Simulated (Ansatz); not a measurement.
## Relaxing Cu (fcc)

**What was measured.** A measured cell of cubic Cu (space group Fm-3m) at 293 K, from the Crystallography Open Database (1988, doi:10.1007/BF01174717), has a = 3.613 Å and 11.79 Å³/atom.

The computed numbers are results of PBE, scalar-relativistic (no spin polarisation) in the plane-wave PAW code Ansatz at 420 eV, 20×20×20 k-mesh, Gaussian smearing of 0.05 eV. The datasets are Ansatz's generated set soft_2.

The start, 0 % under the database's volume:

```yaml
crystal:
  lattice:
    - [0.00000, 1.80500, 1.80500]
    - [1.80500, 0.00000, 1.80500]
    - [1.80500, 1.80500, 0.00000]
  atoms:
    - { symbol: Cu, position: [0.00000, 0.00000, 0.00000] }
```

The steps in volume:

| run | level | k-mesh | kind | V (Å³/atom) | P (GPa) | E − E(final) (meV/atom) | gap on the mesh (eV) |
| --- | --- | --- | --- | --- | --- | --- | --- |
| 1 | PBE | 20×20×20 | fixed cell | 11.76 | 2.4 | 1.4 | metal |
| 2 | PBE | 20×20×20 | fixed cell | 11.95 | 0.1 | 0.0 | metal |

Cell and atoms are those of this level's equilibrium.

The final structure (symmetry read at 0.01 Å). Symmetry: Fm-3m, No. 225, cubic system. The conventional cell has a = 3.629 Å, b = 3.629 Å, c = 3.629 Å, α = 90.00°, β = 90.00°, γ = 90.00°. Around Cu (site symmetry m-3m) lie 12 Cu at 2.57 Å. (Shells end 15 % past the nearest neighbour.)

| atom | site | symmetry | x | y | z |
| --- | --- | --- | --- | --- | --- |
| Cu | 4a | m-3m | 0.0000 | 0.0000 | 0.0000 |

- At the final geometry the gap, band path included, is zero (metallic).

**Why it comes out so.**

The calculation's cell holds 19 valence electrons, an odd number. Without magnetic order each band takes two, so one stays part-filled and the crystal must be a metal. (Only strong correlation, outside this picture, could make a Mott insulator of it.)

**Against experiment.** PBE gives 3.629 Å and 11.95 Å³/atom, +1.3 % in volume (+0.4 % in length) from the database's cell. PBE usually overestimates volumes by a few per cent.
